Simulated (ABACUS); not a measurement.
Consider a self-consistent single point of Ti (Fm-3m, 1 atom in the cell; from COD 1534878).

```xyz
1
Lattice="0.0000 2.0300 2.0300 2.0300 0.0000 2.0300 2.0300 2.0300 0.0000" Properties=species:S:1:pos:R:3 pbc="T T T"
Ti     0.0000     0.0000     0.0000
```

Level of theory: LDA (PW92), PseudoDojo 0.4 standard norm-conserving LDA (tails mended) pseudopotentials (plane waves; ABACUS).

ABACUS settings:

* **KPT**: Gamma 14 14 14 0 0 0
* **basis_type**: pw
* **dft_functional**: PWLDA
* **ecutwfc**: 84 Ry
* **smearing_method**: gaussian
* **smearing_sigma**: 0.00367493 Ry
* **potentials**: PseudoDojo 0.4 standard norm-conserving LDA (tails mended)
* **symmetry**: 1
* **ks_solver**: dav
* **scf_nmax**: 100
* **scf_thr**: 1.0e-09 Ry
* **mixing_type**: broyden

Results:

```
Quantity                                                 Result
------------------------------------------------  -------------
Number of valence electrons                                  12
Number of bands                                              16
Number of k-points after the program's reduction            104
Number of plane waves (most at a k-point)                  1481
Number of SCF iterations                                      7
FFT grid                                           32 × 32 × 32
Free energy E − TS                                -1614.8165 eV
Fermi level (on the code's own zero)                   13.57 eV
Pressure                                              -4.90 GPa
```

Stress (GPa, positive for compression):
```
-4.90   0.00   0.00
 0.00  -4.90   0.00
 0.00   0.00  -4.90
```

For comparison: a first run (DFT, PBEsol, plane waves, PseudoDojo 0.4 standard norm-conserving PBEsol (tails mended) pseudopotentials) was changed to give this one (dft_functional: PBESOL → PWLDA; pseudopotentials: PseudoDojo 0.4 standard norm-conserving PBEsol (tails mended) → PseudoDojo 0.4 standard norm-conserving LDA (tails mended)), and from it to this one the pressure goes from -0.32 to -4.90 GPa.

The starting cell comes from an entry of a crystal-structure database; it serves only as a starting point and was not checked for soundness.

Cost on one core: very roughly 30 core-seconds.

“Tails mended”: in these copies of the files the far tail of each local potential was reset to the Coulomb form.
